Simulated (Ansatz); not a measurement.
Q: Ru (hcp (Mg type), P6_3/mmc) is relaxed with the program Ansatz at the LDA level (PAW). What lattice parameters of the conventional cell result?

A: a = 2.675 Å, c = 4.226 Å.

Symmetry was held in the LDA relaxation; of distortions, only those at the zone centre were tested. No spin polarisation was allowed. Axis ratios of metals converge slowly with the k-mesh, so a and c are less sure than the volume.

Potentials: the earlier of the program's two PAW sets.
